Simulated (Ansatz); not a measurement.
RbHS:
Space group P2₁/m (No. 11); a = 4.559 Å, b = 5.036 Å, c = 6.814 Å, α = γ = 90.00°, β = 102.12°

| atom | site | symmetry | x | y | z |
|---|---|---|---|---|---|
| Rb | 2e | m | 0.2290 | 0.2500 | 0.7631 |
| H | 2e | m | 0.5235 | 0.2500 | 0.4072 |
| S | 2e | m | 0.2679 | 0.2500 | 0.2626 |

Relaxed with PBEsol.

### Question
Tabulate the valence density and the electron localisation function along the shortest Rb–H contact (3.01 Å), PBEsol in the plane-wave PAW code Ansatz.

### Answer


```csv
distance from Rb (Å),density (e/Å³),ELF
0.30,1.77,0.27
0.45,2.13,0.65
0.60,1.97,0.82
0.75,1.45,0.87
0.90,0.89,0.87
1.05,0.48,0.80
1.20,0.24,0.59
1.35,0.13,0.24
1.50,0.07,0.06
1.66,0.05,0.03
1.81,0.05,0.04
1.96,0.07,0.14
2.11,0.10,0.39
2.26,0.17,0.69
2.41,0.28,0.88
2.56,0.49,0.96
2.71,0.86,0.99
```

The density is the valence pseudo-density with augmentation charge, so density and ELF within about 1 Å of a nucleus are not all-electron values.

Space group P2_1/m. The first step of the workflow began from a Materials Project structure, measured or hypothetical; the Crystallography Open Database copy checked does not list it. Its standing as an ambient phase is unchecked. The PBEsol relaxation kept the symmetry of its start; its stability against distortions is not shown here.

Potentials: the later of the program's two PAW sets.
